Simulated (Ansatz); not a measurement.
Total density of states per atom from r²SCAN (plane waves, PAW; program Ansatz), in 0.25 eV bins, energy from the Fermi level:

```
E (eV) | states/eV/atom
    -7.85 | ######## 0.13
    -7.60 | ########## 0.18
    -7.35 | ############# 0.22
    -7.10 | ################ 0.28
    -6.85 | ###################### 0.37
    -6.60 | ###################### 0.37
    -6.35 | #################### 0.35
    -6.10 | ######################## 0.41
    -5.85 | #################### 0.35
    -5.60 | ############# 0.23
    -5.35 | ############### 0.26
    -5.10 | ################# 0.29
    -4.85 | ################## 0.31
    -4.60 | ################## 0.32
    -4.35 | ################### 0.33
    -4.10 | #################### 0.35
    -3.85 | ##################### 0.36
    -3.60 | ###################### 0.38
    -3.35 | ####################### 0.40
    -3.10 | ########################## 0.44
    -2.85 | ############################## 0.52
    -2.60 | ############################# 0.50
    -2.35 | ############################ 0.49
    -2.10 | ########################### 0.47
    -1.85 | ########################### 0.47
    -1.60 | ########################### 0.46
    -1.35 | ########################## 0.46
    -1.10 | ########################## 0.45
    -0.85 | ########################## 0.45
    -0.60 | ########################## 0.45
    -0.35 | ########################## 0.45
    -0.10 | ############################# 0.50
     0.15 | ########################### 0.47
     0.40 | ############## 0.25
     0.65 | ######### 0.16
     0.90 | ########## 0.18
     1.15 | ########### 0.20
     1.40 | ############# 0.22
     1.65 | ############## 0.25
     1.90 | ################ 0.28
     2.15 | #################### 0.34
     2.40 | ############################# 0.51
     2.65 | ################# 0.30
     2.90 | ########## 0.18
     3.15 | ######## 0.15
     3.40 | ######### 0.16
     3.65 | ############## 0.25
     3.90 | ######################## 0.42
     4.15 | ############################ 0.48
     4.40 | ########################### 0.47
     4.65 | ############################# 0.49
```

**Question.** Which of these materials gives this?
(A) GaP, rock salt
(B) PbS, rock salt
(C) Ga3Tc, I4/mmm (Ga on 4d, Ga on 2b, Tc on 2a)
(D) Li3Ga2, R-3m (Li on 6c, Li on 3a, Ga on 6c)

**Answer.** A, GaP, rock salt. Within 0.5 eV of the Fermi level: P 3p 70 %, Ga 4p 14 %, Ga 4s 10 %. Projections are on Löwdin-orthogonalised atomic valence shells; empty p or d shells of many metals are not among them.

Space group Fm-3m (rock salt). The start of the workflow was typed in or built on a structure type; neither database checked (COD, Materials Project) lists it. It is not the phase usual at ambient conditions (space group No. 216). Symmetry was held in the r²SCAN relaxation; its stability against distortions is not shown here. Spin–orbit coupling is left out wherever it is not named.

Potentials: the later of the program's two PAW sets.
